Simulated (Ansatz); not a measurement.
**W (Fm-3m), rigid cleavage**

Theory: DFT r2SCAN, scalar-relativistic, plane waves, PAW in Ansatz 0.2.0. Settings: plane waves to 500 eV, k-mesh 24×24×5 (Γ-centred), Gaussian smearing 0.15 eV. Spin–orbit coupling is left out, which can shift energies with elements as heavy as these. No spin polarisation. Energies are free energies at this smearing, counted from the undisturbed cell; pressure is positive in compression.

The undisturbed cell (relaxed at this level; this fcc form isn't the usual structure):

```xyz
6
Lattice="2.0086 -2.0086 0.0000 2.0086 0.0000 -2.0086 8.0343 8.0343 8.0343" Properties=species:S:1:pos:R:3 pbc="T T T"
W     3.3475   -0.6697   -0.6697
W     7.3646    7.3646    7.3646
W     3.3475    1.3389    1.3389
W     7.3646    3.3475    3.3475
W     3.3475    3.3475    3.3475
W     7.3646    5.3561    5.3561
```

The cut lies on the cell's a–b face, a (1 1 1) plane (indices in the standard cell, whose axes needn't be the Cartesian ones shown) of area 6.99 Å², between layers 2.32 Å apart. Vector c is lengthened by d along the normal with the atoms' Cartesian places fixed: one unrelaxed cut a cell. The cell is metallic on the mesh throughout.

**Question.** Over the sampled range (-0.30 to 6.00), is the undisturbed cell the lowest point?

**Answer.** Yes, every other sampled point lies higher.

The scan:

| d (Å) | energy (J/m²) |
| --- | --- |
| -0.30 | 0.55 |
| 0.00 | 0.00 |
| 0.25 | 0.39 |
| 0.50 | 1.31 |
| 1.00 | 3.16 |
| 2.00 | 4.97 |
| 3.00 | 5.57 |
| 6.00 | 5.80 |

Cost: 8 runs of about 25 core-minutes in all, on Arm Neoverse V1 (shared hosts).